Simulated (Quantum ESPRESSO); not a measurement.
## Ti6WLi (one composition in several site orders)

Computed values, not a measurement. The program is pw.x of Quantum ESPRESSO 7.5 (plane-wave density functional theory). The cell is made up: eight metal atoms on a hexagonal close-packed lattice, with elements, volume, strain and displacements drawn at random and not relaxed, so it may be unstable or far from any real phase. PseudoDojo standard norm-conserving files set the functional (PBE unless stated); there is no spin polarisation or spin-orbit coupling, the Fermi-Dirac width of 0.25 eV means electrons at about 2900 K, and the masses in the input are unused placeholders. Heavy elements are run without spin-orbit coupling, which real alloys of them have. A spin test at this wide smearing found no moment, but such smearing suppresses magnetism that the real alloy may have.

The runs put one composition on the sites in different orders. Cell, positions, cutoff, mesh and smearing stay as in the input of run 1; sites are counted in its order. Stress in the tables is positive in tension.

Input of run 1:

```
&control calculation='scf', pseudo_dir='./dojo.nc.sr.pbe.v0_5.standard.upf', outdir='./o', disk_io='minimal', tprnfor=.true., tstress=.true. /
&system ibrav=0, nat=8, ntyp=3, nbnd=62, ecutwfc=84.00895049, nosym=.true., tot_charge=0,
 occupations='smearing', smearing='fd', degauss=0.0183746611
/
&electrons conv_thr=1.470e-08, electron_maxstep=70, mixing_beta=0.5 /
ATOMIC_SPECIES
Li 1.0 Li.upf
Ti 1.0 Ti.upf
W 1.0 W.upf
CELL_PARAMETERS angstrom
-2.8469 0.0058 0.0464
-0.0101 4.9851 -0.0429
1.584 -2.4124 -9.3252
ATOMIC_POSITIONS angstrom
Ti 0.0399 0.0602 -0.0847
W 0.0286 1.6749 -2.3187
Ti 0.0499 0.0292 -4.5213
Ti 0.1057 1.707 -7.0222
Ti -1.3518 2.4893 0.0822
Ti -1.4923 4.172 -2.264
Ti -1.356 2.552 -4.6131
Li -1.3562 -0.7744 -7.0757
K_POINTS automatic
8 5 3 1 1 1
```

```
run  elements on sites 1 to 8  free energy less that of run 1 (eV)  -TS (eV)  pressure (GPa)  stress xx (GPa)  stress yy (GPa)  stress zz (GPa)  stress yz (GPa)  stress xz (GPa)  stress xy (GPa)  iterations
  1    Ti W Ti Ti Ti Ti Ti Li                                0.000    -2.279            4.86            -3.43            -5.38            -5.77            -0.35            -0.34             0.71          22
  2    Ti W Li Ti Ti Ti Ti Ti                               -0.108    -2.175            4.83            -3.18            -5.59            -5.73            -1.16            -0.70             0.98          20
  3    Ti Ti Ti Li Ti Ti W Ti                                0.064    -2.157            4.27            -2.76            -4.31            -5.76            -0.79            -0.29             0.94          22
  4    Ti Ti Ti Li Ti Ti Ti W                                0.138    -2.090            4.04            -2.78            -6.87            -2.48            -0.21            -0.28             0.90          23
```

Forces Fx Fy Fz (eV/Å):

| site | run 1 | run 2 | run 3 | run 4 |
| --- | --- | --- | --- | --- |
| 1 | -0.04 -0.29 0.72 | 0.03 -0.13 0.61 | 0.04 -0.20 0.56 | 0.08 -0.01 1.06 |
| 2 | -0.18 -0.13 0.21 | -0.13 0.27 -0.07 | -0.21 0.30 -0.07 | -0.12 0.25 -0.21 |
| 3 | -0.05 0.36 -0.73 | -0.04 0.32 -0.54 | -0.07 -0.06 -1.04 | -0.12 -0.23 -1.18 |
| 4 | -0.08 0.40 0.18 | -0.18 0.27 0.02 | -0.08 -0.07 0.31 | -0.07 -0.10 0.11 |
| 5 | -0.09 0.37 -0.63 | -0.23 0.38 -0.61 | -0.21 0.25 -0.73 | -0.08 0.18 -0.44 |
| 6 | 0.18 -0.14 -0.42 | 0.14 -0.24 -0.57 | 0.16 -0.43 0.02 | 0.22 -0.29 -0.13 |
| 7 | 0.12 -0.26 -0.14 | 0.11 -0.50 0.07 | 0.18 0.39 -0.38 | 0.06 0.33 -0.48 |
| 8 | 0.14 -0.32 0.81 | 0.29 -0.37 1.09 | 0.18 -0.18 1.32 | 0.03 -0.13 1.27 |

The sites are displaced and not relaxed, so the energy differences mix bonding between neighbours with strain and are not ordering energies. A rerun of one cell of this series at a higher cutoff and on a denser mesh moved values by no more than 0.003 eV in energy, 0.03 GPa in stress and 0.005 eV/Å in force, and a second program with other atomic files agreed on that cell to 2 % rms in force and 0.5 GPa in pressure.